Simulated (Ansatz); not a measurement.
V3Si (A15, Cr3Si type)

```
CELL_PARAMETERS angstrom
      4.64951     0.00000     0.00000
      0.00000     4.64951     0.00000
      0.00000     0.00000     4.64951
ATOMIC_POSITIONS crystal
  V  0.25000 0.00000 0.50000
  V  0.75000 0.00000 0.50000
  V  0.00000 0.50000 0.25000
  V  0.00000 0.50000 0.75000
  V  0.50000 0.25000 0.00000
  V  0.50000 0.75000 0.00000
  Si 0.00000 0.00000 0.00000
  Si 0.50000 0.50000 0.50000
```

The slice is a {100} plane (indices of the conventional cell) through the point (0.750, 0.000, 0.500) (fractional), spanned by u = [100] and v = [010] in vectors of this cell: u (4.65 Å) and v (4.65 Å, at 90° to u). It covers one period; positions are fractions (u, v).

These are PBEsol (plane waves to 420 eV, PAW, scalar-relativistic; Ansatz, a first-principles code) values and carry that method's errors. k mesh 10×10×10. Inside the PAW spheres the values are not all-electron values, and peaks at nuclei hang on which shells count as valence. V3Si is run without spin polarisation. V3Si was relaxed with its symmetry unable to fall.

Three fields on this plane, each scaled to ten steps between its own extremes (0 low, 9 high; the total valence density on a logarithmic scale, the potential cut 8 eV below its top; x marks points blanked near nuclei; v = 0 in the bottom row):

Map A
```
|xxxxxx979xxxxxxxxxxx979xxxxx|
|xxxxxx868xxxxxxxxxxx767xxxxx|
|xxxxxx545xxxxxxxxxxx545xxxxx|
|xxxxx53235xxxxxxxxx53235xxxx|
|xxxx4211124xxxxxxx4322234xxx|
|x5421100011245x5432222222345|
|1100000000000111123344433211|
|000000000000000123455x554321|
|100001111100001234xxxxxxx432|
|11001222221001134xxxxxxxxx43|
|2111234443211124xxxxxxxxxxx4|
|3212345654321235xxxxxxxxxxx5|
|4222457775422245xxxxxxxxxxx5|
|422246787642224xxxxxxxxxxxxx|
|4222457775422245xxxxxxxxxxx5|
|3212345654321235xxxxxxxxxxx5|
|2111234443211124xxxxxxxxxxx4|
|11001222221001134xxxxxxxxx43|
|100001111100001234xxxxxxx432|
|000000000000000123455x554321|
|1100000000000111123344433211|
|x5421100011245x5432222222345|
|xxxx4211124xxxxxxx4322234xxx|
|xxxxx53235xxxxxxxxx53235xxxx|
|xxxxxx545xxxxxxxxxxx545xxxxx|
|xxxxxx868xxxxxxxxxxx767xxxxx|
|xxxxxx979xxxxxxxxxxx979xxxxx|
|xxxxxxx8xxxxxxxxxxxxx8xxxxxx|
```

Map B
```
|xxxxxx000xxxxxxxxxxx000xxxxx|
|xxxxxx020xxxxxxxxxxx010xxxxx|
|xxxxxx242xxxxxxxxxxx232xxxxx|
|xxxxx15651xxxxxxxxx14541xxxx|
|xxxx2578752xxxxxxx1466641xxx|
|x0146899986410x0024566654200|
|5567899999876554455544455544|
|788999999999887764310x013467|
|899998888899998752xxxxxxx257|
|89988766678899862xxxxxxxxx26|
|7887654445678874xxxxxxxxxxx4|
|6776532223567762xxxxxxxxxxx2|
|5775421012457750xxxxxxxxxxx0|
|466531000135664xxxxxxxxxxxxx|
|5775421012457750xxxxxxxxxxx0|
|6776532223567762xxxxxxxxxxx2|
|7887654445678874xxxxxxxxxxx4|
|89988766678899862xxxxxxxxx26|
|899998888899998752xxxxxxx257|
|788999999999887764310x013467|
|5567899999876554455544455544|
|x0146899986410x0024566654200|
|xxxx2578752xxxxxxx1466641xxx|
|xxxxx15651xxxxxxxxx14541xxxx|
|xxxxxx242xxxxxxxxxxx232xxxxx|
|xxxxxx020xxxxxxxxxxx010xxxxx|
|xxxxxx000xxxxxxxxxxx000xxxxx|
|xxxxxxx0xxxxxxxxxxxxx0xxxxxx|
```

Map C
```
|xxxxxx222xxxxxxxxxxx121xxxxx|
|xxxxxx121xxxxxxxxxxx121xxxxx|
|xxxxxx232xxxxxxxxxxx121xxxxx|
|xxxxx13431xxxxxxxxx02320xxxx|
|xxxx0245420xxxxxxx0134310xxx|
|x0012467642100x0001467641000|
|1123467776432111135788875311|
|444566676665444456899x998654|
|666655555556666789xxxxxxx987|
|87655444445567899xxxxxxxxx99|
|8764333333346789xxxxxxxxxxx9|
|9754322222345799xxxxxxxxxxx9|
|8753222222235789xxxxxxxxxxx9|
|874322222223478xxxxxxxxxxxxx|
|8753222222235789xxxxxxxxxxx9|
|9754322222345799xxxxxxxxxxx9|
|8764333333346789xxxxxxxxxxx9|
|87655444445567899xxxxxxxxx99|
|666655555556666789xxxxxxx987|
|444566676665444456899x998654|
|1123467776432111135788875311|
|x0012467642100x0001467641000|
|xxxx0245420xxxxxxx0134310xxx|
|xxxxx13431xxxxxxxxx02320xxxx|
|xxxxxx232xxxxxxxxxxx121xxxxx|
|xxxxxx121xxxxxxxxxxx121xxxxx|
|xxxxxx222xxxxxxxxxxx121xxxxx|
|xxxxxxx2xxxxxxxxxxxxx2xxxxxx|
```

### Question
Assign the maps to these fields: electron localisation function (ELF); valence electron density; electrostatic potential energy of an electron, from the cell's mean.

### Answer
A is the valence electron density; B is the electrostatic potential energy of an electron, from the cell's mean; C is the electron localisation function (ELF).
